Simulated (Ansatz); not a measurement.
Values for one crystal, relaxed and computed with the program Ansatz at the r²SCAN level (PAW); other levels are named.

| Item | Result |
|---|---|
| Volume per atom | 13.02 Å³ |
| Band gap | 2.66 eV (indirect) |
| Valence-band maximum | at T (k = 0.500, 0.500, 0.500) |
| Gap with spin–orbit coupling | 2.65 eV |
| Smallest direct gap on the standard path | 3.09 eV |
| Bulk modulus (Birch–Murnaghan fit) | 111 GPa |
| HSE06 gap on the r²SCAN cell | 3.74 eV |

Question: Which compound is it?
(A) SiO2, P4_12_12 (Si on 4a, O on 8b)
(B) BaTiO3, Amm2 (Ba on 2a, Ti on 2b, O on 4e, O on 2a)
(C) ZrO2, P4_2/nmc (Zr on 2a, O on 4d)
(D) MgO, rock salt

Answer: B, BaTiO3, Amm2 (Ba on 2a, Ti on 2b, O on 4e, O on 2a)

This is a known low-temperature phase of the composition, computed here at zero pressure and temperature. The cell was relaxed with r²SCAN under the symmetry of its start; its stability against distortions is not shown here. No spin polarisation was allowed. Scalar-relativistic: spin–orbit coupling is off unless named, which matters more the heavier the elements.

Potentials: the later of the program's two PAW sets.
